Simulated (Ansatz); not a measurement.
YFeCo in space group Imma (No. 74; Y on 4e, Fe on 4c, Co on 4b), PBE in the plane-wave PAW code Ansatz, all energies at zero smearing, with the estimated change up to a 700 eV cutoff added, with one set of potentials and settings (totals compare only within such a set). Cell of 6 atoms (2 Y, 2 Fe, 2 Co): -26911.537 eV.

```tsv
element	reference phase	E (eV/atom)
Y	P6_3/mmc, 2 atoms in the cell	-3848.6668
Fe	Im-3m, 1 atoms in the cell, spin-polarised	-4480.4888
Co	P6_3/mmc, 2 atoms in the cell, spin-polarised	-5126.1559
```

Formation energy per atom, worked out: (-26911.537 − 2×(-3848.6668) − 2×(-4480.4888) − 2×(-5126.1559))/6 = -0.152 eV/atom (-15 kJ per mol of atoms), at 0 K, without zero-point energy or fitted corrections.

The first step of the workflow began from a Materials Project structure, measured or hypothetical; the Crystallography Open Database copy checked does not list it. Its standing as an ambient phase is unchecked. The cell was relaxed with PBE under the symmetry of its start, as lowered by the spin order; whether a distortion lowers the energy is not shown. The final state is ferrimagnetic, chosen from 5 collinear starts compared on coarse meshes (ties went to the first, and starts can fall back to one state), not a proven ground state. The references are the lowest solids computed at this level, not always the standard phases.

Potentials: the later of the program's two PAW sets.
